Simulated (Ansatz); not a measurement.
## NaMgF$_{3}$: the gap against volume

NaMgF$_{3}$, Pm-3m, a = 3.887 Å. The structure is a COD entry; whether it is the stable form wasn't checked. Ansatz: r2SCAN, PAW, 500 eV, Γ-centred 6×6×6 mesh on 5 atoms, Gaussian smearing 0.02 eV; no spin polarisation. Symmetry fixes shape and atoms, so the cell is only scaled; x = ln(V/V0) with V0 = 11.749 Å³/atom. The gap is read at the mesh points alone.

| x | gap y (eV) |
| --- | --- |
| -0.1278 | 7.738 |
| -0.0943 | 7.554 |
| -0.0619 | 7.382 |
| -0.0305 | 7.219 |
| 0.0000 | 7.066 |
| 0.0296 | 6.920 |
| 0.0583 | 6.783 |
| 0.0953 | ? |

**Question.** Fit a straight line to the other rows, give the volume deformation potential of the gap and its pressure coefficient, and predict the missing gap. B0 = 79.1 GPa.

**Answer.** Means x = -0.03237, y = 7.2374; Σ(Δx)² = 0.02693, ΣΔxΔy = -0.1381; the slope is their ratio. y = 7.0714 − 5.1288 x. The slope is the deformation potential a = dE_g/d ln V = -5.13 eV, and dE_g/dP = −a/B0 = 64.8 meV/GPa. At x = 0.0953 the fit asked for gives 6.583 eV. The run gave 6.611 eV, so the fit is 0.028 eV too low, 2.5 % of the span of the series, against an rms of 0.007 eV on the fitted rows. The row lies outside the fitted range. With a term in x² added, a fit to the same known rows predicts 6.612 eV, so most of the miss is curvature that the known rows already hold.

Semilocal functionals give gaps under the measured ones; changes of the gap mostly carry over better.

Symmetry holds off the tilts and polar distortions that many cubic perovskites undergo.

Cost: 8 runs of about 0.86 core-minutes in all, on Arm Neoverse V1 (shared hosts).